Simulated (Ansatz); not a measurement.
Ti (simple cubic, Pm-3m) under volume change, DFT-PBE in the program Ansatz with PAW potentials, scaled uniformly.

```
V (Å³/atom)  E − E(relaxed) (meV/atom)  P (GPa)
-----------  -------------------------  -------
16.754                            40.5     8.39
17.306                            17.2     5.21
17.859                             4.1     2.44
18.411                             0.0     0.00
18.963                             3.8    -2.14
19.516                            14.4    -4.02
20.068                            31.2    -5.69
```

### Question
What does a third-order Birch–Murnaghan fit give for V₀, B₀ and B′?

### Answer
V₀ = 18.41 Å³/atom, B₀ = 76.2 GPa, B′ = 3.3.

The cell is a constructed one: a structure type filled with these elements; neither database checked (COD, Materials Project) lists it. It is not the phase usual at ambient conditions (space group No. 194). The PBE relaxation kept the symmetry of its start. At this level the phase is mechanically unstable. The run is not spin-polarised.

Potentials: the later of the program's two PAW sets.
